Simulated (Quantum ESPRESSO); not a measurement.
```cif
data_S2Sn
_chemical_formula_sum 'S2 Sn1'
_space_group_name_H-M_alt 'P-3m1'
_space_group_IT_number 164
_space_group_name_Hall '-P 3 2"'
_cell_length_a 3.67431
_cell_length_b 3.67431
_cell_length_c 6.22883
_cell_angle_alpha 90.000
_cell_angle_beta 90.000
_cell_angle_gamma 120.000
loop_
_atom_site_label
_atom_site_type_symbol
_atom_site_symmetry_multiplicity
_atom_site_Wyckoff_symbol
_atom_site_fract_x
_atom_site_fract_y
_atom_site_fract_z
_atom_site_occupancy
S1 S 2 d 0.33333 0.66667 0.23465 1
Sn1 Sn 1 a 0.00000 0.00000 0.00000 1
```

The geometry is that of Materials Project entry mp-1170, symmetrised and not relaxed again.

### Question
What does PBEsol (Quantum ESPRESSO, PseudoDojo norm-conserving, 72 Ry, no spin-orbit coupling) give for the electronic structure near the Fermi level?

### Answer
The PBEsol gap is indirect, 1.50 eV, from 33 % of the way from Γ to M to 40 % of the way from L to M; the smallest direct gap is 1.80 eV. Another valence and conduction extremum on the path lies within 0.02 eV, too close to call. Spin-orbit splittings are left out.

The distance between layers or molecules is the database entry's, not relaxed here. Functionals without dispersion can leave it too large, which widens gaps and weakens the response across layers: the numbers belong to this cell.
